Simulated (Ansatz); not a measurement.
# Stability of a relaxed cell of NaAu₂

Atoms and cell were relaxed at zero pressure (0.4 % in volume from the start). The relaxed cell:

```
CELL_PARAMETERS angstrom
0.00000 3.92556 3.92556
3.92556 0.00000 3.92556
3.92556 3.92556 0.00000
ATOMIC_POSITIONS crystal
Na 0.00000 0.00000 0.00000
Na 0.25000 0.25000 0.25000
Au 0.62500 0.62500 0.62500
Au 0.12500 0.62500 0.62500
Au 0.62500 0.62500 0.12500
Au 0.62500 0.12500 0.62500
```

Space group Fd-3m (No. 227); conventional cell a = 7.851 Å, b = 7.851 Å, c = 7.851 Å, α = 90.00°, β = 90.00°, γ = 90.00°.

All energies were calculated with Ansatz 0.2.0 (r2SCAN; 500 eV; 8×8×8 Γ-centred mesh; fermi-dirac occupations of width 0.033 eV). Spin: none; no U, no spin-orbit coupling.

Task: Where does it lie against the elements?

Result: -0.387 eV an atom at 0 K against the elements' lowest computed crystals and the free molecules of gases, with no empirical correction.

Task: Does it lie on the convex hull?

Result: Among the phases that we computed and relaxed alike, the lowest mixture with other formulas is 50 % Au + 50 % Na2Au (shares of atoms). The cell lies 245 meV an atom below it, so this formula doesn't split. No lower structure of the same formula is in the table beyond the error of 20 meV, so it is stable at this level.

The start was: a database entry at a slightly scaled volume.

Caveats: differences under 20 meV an atom lie within the error of meshes and cutoff; no moments were allowed, so a magnetic state may lie lower; the relaxation keeps the start's symmetry, so a distorted cell may lie lower; no spin-orbit coupling, which can move compounds of heavy elements by tens of meV.
